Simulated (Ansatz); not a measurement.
Al (Im-3m), comparing deformations

These are results of Ansatz 0.2.0, DFT r2SCAN, scalar-relativistic, plane waves, PAW, not measurements. Settings: plane waves to 500 eV, k-mesh 26×26×26 (Γ-centred), Gaussian smearing 0.15 eV. No spin polarisation. Energies are free energies at this smearing, counted from the undisturbed cell; pressure is positive in compression.

Zero of the scan (relaxed at this level; this bcc form isn't the usual structure):

```
Al
1.0
    -1.59437    1.59437    1.59437
     1.59437   -1.59437    1.59437
     1.59437    1.59437   -1.59437
Al
1
Direct
  0.00000 0.00000 0.00000
```

The cell is strained by ε times a Voigt pattern (xx, yy, zz, yz, xz, xy; engineering shear) with fractional coordinates fixed. τ = (1/V0) dE/dε comes from the stress tensor. Of each scan, only the three points used here are listed.

| pattern | ε | τ (GPa) |
| --- | --- | --- |
| (1, -1, 0, 0, 0, 0) | -0.0075 | 0.48 |
| (1, -1, 0, 0, 0, 0) | 0.0000 | 0.00 |
| (1, -1, 0, 0, 0, 0) | 0.0075 | -0.48 |
| (0, 0, 0, 0, 0, 1) | -0.0187 | -1.06 |
| (0, 0, 0, 0, 0, 1) | 0.0000 | 0.00 |
| (0, 0, 0, 0, 0, 1) | 0.0187 | 1.06 |

Q: Which constants do the scans give, and which deformation costs least for the same size of strain tensor?

A: The slope dτ/dε at zero (parabola through three points) is pᵀCp: (1, -1, 0, 0, 0, 0) gives 2(C11 − C12) = -64 GPa; (0, 0, 0, 0, 0, 1) gives C44 = 57 GPa. The size of the strain tensor, ε:ε, is ε² times 2.0, 0.5. Per unit of it the stiffnesses are -32, 114 GPa, so (1, -1, 0, 0, 0, 0) is the softest of these, and it is unstable with clamped ions.

In a metal these slopes depend on the k mesh and the smearing.